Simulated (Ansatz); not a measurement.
## Is this Al₅BAs₆ structure stable?

The cell was found from a structure generator's guess, not taken from experiment.

Method: Ansatz 0.2.0, DFT PBE, scalar-relativistic, plane waves, PAW. Cutoff 420 eV, Γ-centred 6×6×4 mesh (12-atom cell), Gaussian smearing of 0.02 eV, no spin polarisation.

Space group P31m (No. 157). a = 6.813 Å, b = 6.813 Å, c = 6.469 Å, α = 90.00°, β = 90.00°, γ = 120.00°
```
atom  site  symmetry       x       y       z
  Al    2b       3.. 0.6667  0.3333  0.0019
  Al    3c       ..m  0.0000  0.3199  0.5005
   B    1a       3.m  0.0000  0.0000  0.9985
  As    2b       3.. 0.6667  0.3333  0.3840
  As    1a       3.m  0.0000  0.0000  0.3281
  As    3c       ..m  0.0000  0.2943  0.8853
```

Energies over the elements count from the elements' standard structures at the same level, with no fitted energy shifts.

Task: These tests were run: energy against the elements; phonons at Γ. What do they show?

Result:

```json
{"test": "energy against the elements", "result": "−0.342 eV/atom"}
{"test": "phonons at Γ", "result": "lowest optical mode 76 cm⁻¹"}
```

It fails none of these tests. Other phases of the system weren't compared here, so this isn't yet thermodynamic stability. Phonons away from Γ weren't computed.

The reference form of As is held partly by dispersion forces, which this level lacks. The run for the phonons used a 6×6×4 k mesh.
